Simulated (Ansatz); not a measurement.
Input, command and steps of an Ansatz relaxation.

```yaml
crystal:
  lattice:
    - [5.1137212835, 0.0, 0.0]
    - [-2.5568606417, 4.4286125393, 0.0]
    - [0.0, 0.0, 5.4188341785]
  atoms:
    - { symbol: Ta, position: [0.5, 0.0, 0.392328907] }
    - { symbol: Ta, position: [0.0, 0.5, 0.392328907] }
    - { symbol: Ta, position: [0.5, 0.5, 0.392328907] }
    - { symbol: Br, position: [0.6666666667, 0.3333333333, 0.0] }
    - { symbol: Br, position: [0.3333333333, 0.6666666667, 0.0] }
basis:
  ecutwfc: 420
kpoints:
  mp_grid: { grid: [6, 6, 4] }
hamiltonian:
  xc: pbe
scf:
  occupations: { method: gaussian, width: 0.1 }
  lower_state_search: "off"
output:
  forces: true
  stress: true
  eigenvalues: true
relax:
  adjacent_minimum: "off"
  f_tol: 0.04
  max_steps: 70
  cell: { stress_tol: 0.4 }
```

```bash
ansatz run input.yaml --threads 1 --pin off --max-ram 2560MiB --backend cpu --events-out ev --progress --plain --runs-dir out
```

Theory: DFT PBE, scalar-relativistic, plane waves, PAW (Ansatz 0.2.0).

Of 7 frames 7 are shown, positions in Å and forces in eV/Å; the SCF threshold varies from step to step. Steps run on the plane waves of an earlier cell, with a Pulay correction in the pressure. The basis is chosen afresh for the last frame, the zero of the energies, and at times for earlier ones too; energy and pressure step there, also at an unchanged geometry.

```xyz
5
Lattice="5.1137 0.0000 0.0000 -2.5569 4.4286 0.0000 0.0000 0.0000 5.4188" Properties=species:S:1:pos:R:3:forces:R:3 pbc="T T T" step=1 free_energy_over_end_meV_per_atom=373.34 pressure_GPa=19.60
Ta    2.5569    0.0000    2.1260    0.0000    0.0000    1.0952
Ta   -1.2784    2.2143    2.1260    0.0000    0.0000    1.0952
Ta    1.2784    2.2143    2.1260    0.0000    0.0000    1.0952
Br    2.5569    1.4762    0.0000    0.0000    0.0000   -1.6427
Br    0.0000    2.9524    0.0000    0.0000    0.0000   -1.6427
5
Lattice="5.3649 0.0000 0.0000 -2.6824 4.6461 0.0000 0.0000 0.0000 5.4698" Properties=species:S:1:pos:R:3:forces:R:3 pbc="T T T" step=2 free_energy_over_end_meV_per_atom=104.97 pressure_GPa=4.71
Ta    2.6824    0.0000    2.1782    0.0000    0.0000    0.1323
Ta   -1.3412    2.3231    2.1782    0.0000    0.0000    0.1323
Ta    1.3412    2.3231    2.1782    0.0000    0.0000    0.1323
Br    2.6824    1.5487   -0.0483    0.0000    0.0000   -0.1983
Br    0.0000    3.0974   -0.0483    0.0000    0.0000   -0.1983
5
Lattice="5.4987 0.0000 0.0000 -2.7494 4.7620 0.0000 0.0000 0.0000 5.2055" Properties=species:S:1:pos:R:3:forces:R:3 pbc="T T T" step=3 free_energy_over_end_meV_per_atom=48.15 pressure_GPa=1.02
Ta    2.7494    0.0000    2.1151    0.0000    0.0000    0.1787
Ta   -1.3747    2.3810    2.1151    0.0000    0.0000    0.1787
Ta    1.3747    2.3810    2.1151    0.0000    0.0000    0.1787
Br    2.7494    1.5873   -0.1092    0.0000    0.0000   -0.2680
Br    0.0000    3.1747   -0.1092    0.0000    0.0000   -0.2680
5
Lattice="5.5636 0.0000 0.0000 -2.7818 4.8182 0.0000 0.0000 0.0000 4.9408" Properties=species:S:1:pos:R:3:forces:R:3 pbc="T T T" step=4 free_energy_over_end_meV_per_atom=19.81 pressure_GPa=-0.18
Ta    2.7818    0.0000    2.0588    0.0000    0.0000    0.2715
Ta   -1.3909    2.4091    2.0588    0.0000    0.0000    0.2715
Ta    1.3909    2.4091    2.0588    0.0000    0.0000    0.2715
Br    2.7818    1.6061   -0.1805    0.0000    0.0000   -0.4072
Br    0.0000    3.2122   -0.1805    0.0000    0.0000   -0.4072
5
Lattice="5.5880 0.0000 0.0000 -2.7940 4.8394 0.0000 0.0000 0.0000 4.6762" Properties=species:S:1:pos:R:3:forces:R:3 pbc="T T T" step=5 free_energy_over_end_meV_per_atom=12.54 pressure_GPa=0.52
Ta    2.7940    0.0000    2.0278    0.0000    0.0000    0.0487
Ta   -1.3970    2.4197    2.0278    0.0000    0.0000    0.0487
Ta    1.3970    2.4197    2.0278    0.0000    0.0000    0.0487
Br    2.7940    1.6131   -0.2897    0.0000    0.0000   -0.0727
Br    0.0000    3.2262   -0.2897    0.0000    0.0000   -0.0727
5
Lattice="5.5336 0.0000 0.0000 -2.7668 4.7922 0.0000 0.0000 0.0000 4.8604" Properties=species:S:1:pos:R:3:forces:R:3 pbc="T T T" step=6 free_energy_over_end_meV_per_atom=0.75 pressure_GPa=0.06
Ta    2.7668    0.0000    2.1155    0.0000    0.0000    0.0022
Ta   -1.3834    2.3961    2.1155    0.0000    0.0000    0.0022
Ta    1.3834    2.3961    2.1155    0.0000    0.0000    0.0022
Br    2.7668    1.5974   -0.3130    0.0000    0.0000   -0.0032
Br    0.0000    3.1948   -0.3130    0.0000    0.0000   -0.0032
5
Lattice="5.5336 0.0000 0.0000 -2.7668 4.7922 0.0000 0.0000 0.0000 4.8604" Properties=species:S:1:pos:R:3:forces:R:3 pbc="T T T" step=7 free_energy_over_end_meV_per_atom=0.00 pressure_GPa=0.07
Ta    2.7668    0.0000    2.1155    0.0000    0.0000    0.0022
Ta   -1.3834    2.3961    2.1155    0.0000    0.0000    0.0022
Ta    1.3834    2.3961    2.1155    0.0000    0.0000    0.0022
Br    2.7668    1.5974   -0.3130    0.0000    0.0000   -0.0032
Br    0.0000    3.1948   -0.3130    0.0000    0.0000   -0.0032
```

The start is a random arrangement. At the end the space group is P6/mmm (tolerance 0.05 Å).

It took 57 s on 1 thread of Intel(R) Xeon(R) Platinum 8375C CPU @ 2.90GHz (Ice Lake) (shared host), peak memory 0.44 GiB.

The k mesh is coarse. Spin–orbit coupling is left out, which can shift energies with elements as heavy as these. Spin polarisation was left out, and a magnetic state may lie lower.